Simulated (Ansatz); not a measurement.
This In5Sb2As3 structure is the end of a relaxation. The cell was found from a structure generator's guess, not taken from experiment.

Level of theory: DFT PBE, scalar-relativistic, plane waves, PAW in Ansatz. Cutoff 420 eV, Γ-centred mesh, Gaussian smearing, no spin polarisation.

```yaml
crystal:
  lattice:
    - [8.31211, 0.00000, 0.00000]
    - [0.00000, 3.01164, 0.00000]
    - [-1.76277, 0.00000, 10.33133]
  atoms:
    - { symbol: In, position: [0.79265, 0.40456, 0.69033] }
    - { symbol: In, position: [0.63077, 0.97228, 0.91208] }
    - { symbol: In, position: [0.36923, 0.97228, 0.08792] }
    - { symbol: In, position: [0.20735, 0.40456, 0.30967] }
    - { symbol: In, position: [0.00000, 0.88482, 0.50000] }
    - { symbol: Sb, position: [0.30547, 0.08321, 0.70600] }
    - { symbol: Sb, position: [0.69453, 0.08321, 0.29400] }
    - { symbol: As, position: [0.50000, 0.18546, 0.50000] }
    - { symbol: As, position: [0.08264, 0.12981, 0.89902] }
    - { symbol: As, position: [0.91736, 0.12981, 0.10098] }
```

Energies over the elements count from the elements' standard structures at the same level, with no fitted energy shifts.

Problem. What space group does it have?

Solution. P2 (No. 3). Conventional cell: a = 8.312 Å, b = 3.012 Å, c = 10.481 Å, β = 99.7°. In on a site of symmetry 1 is surrounded by 2 As at 2.95–3.08 Å, 6 In at 3.01–3.34 Å and 2 As at 3.69–3.71 Å; In on a second site of symmetry 1 has 1 As at 2.87 Å, 4 In at 3.01–3.16 Å, 1 Sb at 3.18 Å and 1 In at 3.34 Å; Sb is surrounded by 2 As at 2.92–2.97 Å, 2 Sb at 3.01 Å and 2 In at 3.10–3.18 Å; As on a site of symmetry 2 has 2 Sb at 2.92 Å, 2 In at 2.95 Å, 2 As at 3.01 Å and 2 In at 3.71 Å; 2 more sites not described.

Problem. How far does it lie from the elements in energy?

Solution. +0.08 eV/atom. The separate elements lie lower, so it is unstable against them.

Problem. Is it a metal?

Solution. Yes, bands cross the Fermi level on the 6×12×4 mesh.

The last run used a 6×12×4 mesh (in the run's order of axes) for its 10-atom cell and Gaussian smearing of 0.10 eV. Spin–orbit coupling, which can matter for Sb, is left out. The reference form of As is held partly by dispersion forces, which this level lacks. A structure relaxed within its symmetry needn't be a true minimum.
